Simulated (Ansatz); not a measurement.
Clean, relaxed (100) surface of AlNi, space group Pm-3m (No. 221) (top face towards +c; atoms held fixed, by place in the list: 1, 2, 3):

```yaml
crystal:
  lattice:
    - [2.86217, 0.00000, 0.00000]
    - [0.00000, 2.86217, 0.00000]
    - [0.00000, 0.00000, 24.15541]
  atoms:
    - { symbol: Ni, position: [0.50000, 0.50000, 0.35189] }
    - { symbol: Al, position: [0.00000, 0.00000, 0.41113] }
    - { symbol: Ni, position: [0.50000, 0.50000, 0.47038] }
    - { symbol: Al, position: [0.00000, 0.00000, 0.52975] }
    - { symbol: Ni, position: [0.50000, 0.50000, 0.59132] }
    - { symbol: Al, position: [0.00000, 0.00000, 0.64694] }
```

Computed with DFT PBEsol, scalar-relativistic, plane waves, PAW (Ansatz). Settings: cutoff 420 eV, Γ-centred mesh 10×10×1 on the computed 6-atom cell, Gaussian smearing of 0.10 eV; no spin polarisation. A dipole correction removes the field between periodic images along c.

F (atom) is adsorbed on the top face, one adsorbate per 8.2 Å², and relaxed from 3 starting sites (fractions of a and b). E_ads counts from the clean slab and the free adsorbate (spin-polarised where it has unpaired electrons); negative means bound. Heights count from the highest slab atom after relaxation. Δφ is the top face's. Δp counts per cell along +c. Bonded neighbours lie within 1.25 times the sum of covalent radii (1.35 for H) and, on that scale, within 12 % of the closest. With the adsorbate the cell is lengthened along c to keep the vacuum.

| start | ends at | E_ads (eV) | height (Å) | shortest contact | Δφ (eV) | Δp (e·Å) |
| --- | --- | --- | --- | --- | --- | --- |
| top (Al) at (0.00, 0.00) | (0.00, 0.00), 1 bonded neighbour (Al) | -5.64 | 1.63 | F–Al 1.64 Å | +4.88 | -0.220 |
| bridge (Al-Al) at (0.00, 0.50) | (0.00, 0.50), 2 bonded neighbours (Al) | -5.98 | 1.25 | F–Al 1.90 Å | +0.94 | -0.044 |
| hollow (over Ni) at (0.50, 0.50) | (0.50, 0.50), 0 bonded neighbours | -4.80 | 1.24 | F–Al 2.37 Å | +1.37 | -0.064 |

Among the sites tried, the lowest end comes from the bridge (Al-Al) at (0.00, 0.50) start; other sites may lie lower.

Each end is the local minimum or symmetric point that its start leads to. The slab is only 7.2 Å thick, so the energies aren't converged with thickness.

The adsorbed runs have no spin polarisation, so weakly bound open-shell ends lie too high.